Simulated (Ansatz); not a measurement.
Here is the system:

CsCaH₃:
```xyz
5
Lattice="4.4681 0.0000 0.0000 0.0000 4.4681 0.0000 0.0000 0.0000 4.4681" Properties=species:S:1:pos:R:3 pbc="T T T"
Cs     0.0000     0.0000     0.0000
Ca     2.2340     2.2340     2.2340
H      2.2340     0.0000     2.2340
H      0.0000     2.2340     2.2340
H      2.2340     2.2340     0.0000
```

This is the LDA-relaxed structure.

**Question.** All from LDA in the plane-wave PAW code Ansatz, unless another level is named. Predict the zero-point energy.

**Answer.** 90.1 meV/atom.

**Question.** Next, the vibrational entropy at 300 K?

**Answer.** 21.2 J/(K·mol of atoms).

**Question.** Next, the Poisson's ratio?

**Answer.** 0.19.

**Question.** Predict the highest zone-centre frequency (without LO–TO term).

**Answer.** 1111 cm⁻¹.

Space group Pm-3m (cubic perovskite). The workflow started from a Materials Project entry (that database holds measured and hypothetical structures alike); the Crystallography Open Database copy checked does not list it. Whether it is the stable phase at ambient conditions was not checked. Symmetry was held in the LDA relaxation; phonons on a q-mesh show no instability. Spin–orbit coupling is left out wherever it is not named.

Potentials: the later of the program's two PAW sets.
